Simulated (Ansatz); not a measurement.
The calculation used DFT PBE, scalar-relativistic, plane waves, PAW, and for the lanthanide a 4f-in-core norm-conserving potential (Ansatz 0.2.0). Settings: cutoff 690 eV, Γ-centred meshes spaced at most about 0.3 Å⁻¹, and about 0.25 Å⁻¹ or finer for metals (2π included), Gaussian smearing. No spin polarisation in the final relaxations.

These are static total energies at zero pressure. All come from trial cells, and lower structures may exist.

**Question.** These unrelaxed guesses for Tb2Y2H are each relaxed within their symmetry. Order them by the energy at which they end, lowest first.
1.

Space group P6/mmm (No. 191). a = 4.184 Å, b = 4.184 Å, c = 7.375 Å, α = 90.00°, β = 90.00°, γ = 120.00°
| atom | site | symmetry | x | y | z |
| --- | --- | --- | --- | --- | --- |
| Tb | 2c | -6m2 | 0.3333 | 0.6667 | 0.0000 |
| Y | 2e | 6mm | 0.0000 | 0.0000 | 0.7219 |
| H | 1a | 6/mmm | 0.0000 | 0.0000 | 0.0000 |

2.

Space group I4/mmm (No. 139). a = 4.479 Å, b = 4.479 Å, c = 10.804 Å, α = 90.00°, β = 90.00°, γ = 90.00°
```json
{"atom": "Tb", "site": "4e", "symmetry": "4mm", "x": "0.0000", "y": "0.0000", "z": "0.3700"}
{"atom": "Y", "site": "4d", "symmetry": "-4m2", "x": "0.0000", "y": "0.5000", "z": "0.2500"}
{"atom": "H", "site": "2a", "symmetry": "4/mmm", "x": "0.0000", "y": "0.0000", "z": "0.0000"}
```

3.

Space group P4/mmm (No. 123). a = 4.866 Å, b = 4.866 Å, c = 4.903 Å, α = 90.00°, β = 90.00°, γ = 90.00°
| atom | site | symmetry | x | y | z |
| --- | --- | --- | --- | --- | --- |
| Tb | 1c | 4/mmm | 0.5000 | 0.5000 | 0.0000 |
| Tb | 1d | 4/mmm | 0.5000 | 0.5000 | 0.5000 |
| Y | 2e | mmm. | 0.5000 | 0.0000 | 0.5000 |
| H | 1b | 4/mmm | 0.0000 | 0.0000 | 0.5000 |

4.

Space group P6/mmm (No. 191). a = 4.471 Å, b = 4.471 Å, c = 7.557 Å, α = 90.00°, β = 90.00°, γ = 120.00°
```tsv
atom	site	symmetry	x	y	z
Tb	2e	6mm	0.0000	0.0000	0.2222
Y	2d	-6m2	0.3333	0.6667	0.5000
H	1a	6/mmm	0.0000	0.0000	0.0000
```

**Answer.** 4 (ends in P6/mmm, 0 meV/atom), 1 (ends in P6/mmm, 186 meV/atom), 2 (ends in I4/mmm, 276 meV/atom), 3 (ends in P4/mmm, 0.48 eV/atom). Even the lowest end lies +0.52 eV/atom against the elements.

With hydrogen, zero-point motion can shift such differences by 10 meV/atom or more. A magnetic state wasn't ruled out in cells without spin, among them P6/mmm at 40.5 Å³/atom. Cells relaxed within their symmetry can be saddle points. Some structure types and database cells were kept out of the candidates from the start, so a known form may be missing.

The lanthanide is trivalent by construction, without f bands, f moments or other valences. The reference runs of the other elements, and any phases without the lanthanide, used 420 eV, which shifts energies against them by under 10 meV/atom. The lanthanide's reference is the lowest of its hcp, dhcp and fcc cells.
